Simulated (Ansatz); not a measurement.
# MgCd2O3 (I4/mmm) at 2 levels of theory

One geometry, relaxed with PBE; plane waves with PAW potentials in Ansatz, scalar-relativistic. No spin polarisation. Gaps are the least over mesh and band path; pressure is positive in compression.

Space group I4/mmm (No. 139). a = 3.285 Å, b = 3.285 Å, c = 13.847 Å, α = 90.00°, β = 90.00°, γ = 90.00°
| atom | site | symmetry | x | y | z |
| --- | --- | --- | --- | --- | --- |
| Mg | 2b | 4/mmm | 0.5000 | 0.5000 | 0.0000 |
| Cd | 4e | 4mm | 0.5000 | 0.5000 | 0.3346 |
| O | 2a | 4/mmm | 0.0000 | 0.0000 | 0.0000 |
| O | 4e | 4mm | 0.5000 | 0.5000 | 0.1562 |

```
level  cutoff (eV)    k mesh  gap (eV)  pressure (GPa)
  PBE          420  16×16×16      0.30             0.0
```

Task: What comes out on the same cell with LDA?

Result:
| level | cutoff (eV) | k mesh | gap (eV) | pressure (GPa) |
| --- | --- | --- | --- | --- |
| LDA | 420 | 16×16×16 | 0.20 | -10.6 |

The structure comes from a generated guess; another structure or a mixture of phases may lie lower.
